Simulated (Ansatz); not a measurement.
CaZn₂As₂ in space group P-3m1 (No. 164; Ca on 1a, Zn on 2d, As on 2d) at seven volumes, plane-wave PAW PBEsol (Ansatz code), shape and atoms relaxed at each. One row is withheld.

| V (Å³/atom) | P (GPa) |
|---|---|
| 18.472 | ? |
| 19.081 | 4.54 |
| 19.690 | 2.09 |
| 20.299 | 0.00 |
| 20.908 | -1.78 |
| 21.516 | -3.29 |
| 22.125 | -4.59 |

Problem. Fit the shown pressures and predict the withheld one.

Solution. Third-order Birch–Murnaghan: P = (3/2)B₀(x^(7/2) − x^(5/2))[1 + (3/4)(B′ − 4)(x − 1)] with x = (V₀/V)^(2/3). Least squares on the six rows gives V₀ = 20.299 Å³/atom, B₀ = 64.15 GPa, B′ = 4.32. At V = 18.472, x = 1.0649 and P = 7.42 GPa. The run itself gave 7.41 GPa.

The first step of the workflow began from a Materials Project structure, measured or hypothetical; the Crystallography Open Database files this formula in space group No. 164, but the cells were not matched. Whether it is the stable phase at ambient conditions was not checked. The PBEsol relaxation kept the symmetry of its start; whether a distortion lowers the energy is not shown.

Potentials: the later of the program's two PAW sets.
